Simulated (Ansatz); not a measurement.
One crystal and one scan (energy against volume) at two levels, PBE-D3(BJ) (plane waves to 420 eV, PAW, scalar-relativistic; Ansatz, a quantum-chemistry and plane-wave program) and r2SCAN+rVV10 (plane waves to 500 eV, PAW, scalar-relativistic; Ansatz), each from its own relaxed cell and on its own mesh. The cell shown is that of PBE-D3(BJ).

Sb (A7 type, space group R-3m)

```xyz
2
Lattice="2.1606 1.2474 3.6799 -2.1606 1.2474 3.6799 0.0000 -2.4949 3.6799" Properties=species:S:1:pos:R:3 pbc="T T T"
Sb     0.0000     0.0000     2.6095
Sb     0.0000     0.0000     8.4301
```

Equation-of-state scan: isotropic scaling of the cell above, V₀ being its volume. The atoms relax within the cell's symmetry.

The energy includes the smearing's −TS. Sb was relaxed with its symmetry unable to fall. Spin-orbit coupling is left out, though Sb is heavy. With the shape held, the modulus is that of even scaling; a crystal free to change shape is softer. Percentages come from the unrounded values. Both scans cover V/V₀ from 0.840 to 1.160.

Results of PBE-D3(BJ):

| Property | Result |
|---|---|
| Lattice constant a (Å) | 4.321 |
| Lattice constant c (Å) | 11.04 |
| Relaxed volume (Å³/atom) | 29.76 |
| Pressure at the smallest volume (GPa) | 11.7 |
| Energy cost of the largest compression (meV/atom) | 142 |
| Energy cost of the largest expansion (meV/atom) | 84 |
| Bulk modulus at fixed cell shape B₀ (third-order Birch-Murnaghan fit) (GPa) | 45.0 |
| Pressure for 5 % compression (fit) (GPa) | 2.6 |

Q: What does r2SCAN+rVV10 give for the same quantities?

A: 
| quantity | r2SCAN+rVV10 | PBE-D3(BJ) − r2SCAN+rVV10 |
|---|---|---|
| Lattice constant a (Å) | 4.328 | -0.007 (-0.2 %) |
| Lattice constant c (Å) | 11.34 | -0.30 (-2.7 %) |
| Relaxed volume (Å³/atom) | 30.67 | -0.91 (-3.0 %) |
| Pressure at the smallest volume (GPa) | 10.4 | +1.3 (+13 %) |
| Energy cost of the largest compression (meV/atom) | 139 | +3 (+2 %) |
| Energy cost of the largest expansion (meV/atom) | 81 | +3 (+3 %) |
| Bulk modulus at fixed cell shape B₀ (third-order Birch-Murnaghan fit) (GPa) | 42.5 | +2.5 (+5.9 %) |
| Pressure for 5 % compression (fit) (GPa) | 2.4 | +0.2 (+6 %) |

PBE-D3(BJ) gives the higher value for: pressure at the smallest volume; energy cost of the largest compression; energy cost of the largest expansion; bulk modulus at fixed cell shape B₀. PBE-D3(BJ) gives the lower value for: lattice constant c; relaxed volume. They agree on: lattice constant a (within 0.2 %). Neither level is exact: the differences show how much the result hangs on the functional.

(Under strain, the slope of the energy per volume gives the stress and its curvature an elastic modulus.)
